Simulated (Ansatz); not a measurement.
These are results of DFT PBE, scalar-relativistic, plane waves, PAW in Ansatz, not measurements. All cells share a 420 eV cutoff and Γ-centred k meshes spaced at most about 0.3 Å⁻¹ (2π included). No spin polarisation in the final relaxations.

These are static total energies at zero pressure.

Two forms of Sn3SeS2 were relaxed alike.

A.

```cif
data_structure
_symmetry_space_group_name_H-M 'I4/mmm'
_symmetry_Int_Tables_number 139
_cell_length_a 4.1915
_cell_length_b 4.1915
_cell_length_c 17.7599
_cell_angle_alpha 90.000
_cell_angle_beta 90.000
_cell_angle_gamma 90.000
_cell_volume 312.01
loop_
_atom_site_label
_atom_site_type_symbol
_atom_site_symmetry_multiplicity
_atom_site_Wyckoff_symbol
_atom_site_fract_x
_atom_site_fract_y
_atom_site_fract_z
_atom_site_occupancy
Sn1 Sn 4 e 0.50000 0.50000 0.32958 1
Sn2 Sn 2 b 0.50000 0.50000 0.00000 1
Se1 Se 2 a 0.00000 0.00000 0.00000 1
S1 S 4 e 0.50000 0.50000 0.16726 1
```

B.

```cif
data_structure
_symmetry_space_group_name_H-M 'P-3m1'
_symmetry_Int_Tables_number 164
_cell_length_a 4.1869
_cell_length_b 4.1869
_cell_length_c 10.2482
_cell_angle_alpha 90.000
_cell_angle_beta 90.000
_cell_angle_gamma 120.000
_cell_volume 155.58
loop_
_atom_site_label
_atom_site_type_symbol
_atom_site_symmetry_multiplicity
_atom_site_Wyckoff_symbol
_atom_site_fract_x
_atom_site_fract_y
_atom_site_fract_z
_atom_site_occupancy
Sn1 Sn 1 a 0.00000 0.00000 0.00000 1
Sn2 Sn 2 d 0.33333 0.66667 0.67571 1
Se1 Se 1 b 0.00000 0.00000 0.50000 1
S1 S 2 d 0.66667 0.33333 0.83778 1
```

Question: Which arrangement of the elements on these sites is preferred, and by what margin?

Answer: B is lower, by 6 meV/atom. The two share one framework of sites and differ in which element sits where. A has Se and S ordered on rock salt sites, space group I4/mmm (No. 139), 26.0 Å³/atom and a gap of 0.15 eV on its mesh; B has Se and S ordered on rock salt sites, space group P-3m1 (No. 164), 25.9 Å³/atom and a gap of 0.42 eV. Counting S or Se atoms around Sn (for each partner element, those within 1.25 times its shortest distance or 1.15 times the sum of covalent radii, where it is the nearest in units of that sum or under 1.3; the shortest distance is added where it is long for a bond; a slash parts the counts of unlike sites), A has Sn 6 and B has Sn 6/6 from 2.9 Å. In A, around Sn on a site of symmetry 4mm lie 5 S at 2.88–2.96 Å and 1 Se at 3.03 Å; Se has 6 Sn at 2.96–3.03 Å; S has 6 Sn at 2.88–2.97 Å; 1 more site not described. In B, Sn on a site of symmetry -3m has 6 S at 2.93 Å; Se has 6 Sn at 3.01 Å; S has 6 Sn at 2.93 Å; 1 more site not described. Both come from invented guesses.

Kohn–Sham gaps at this level usually fall short of measured ones. Cells relaxed within their symmetry can be saddle points.
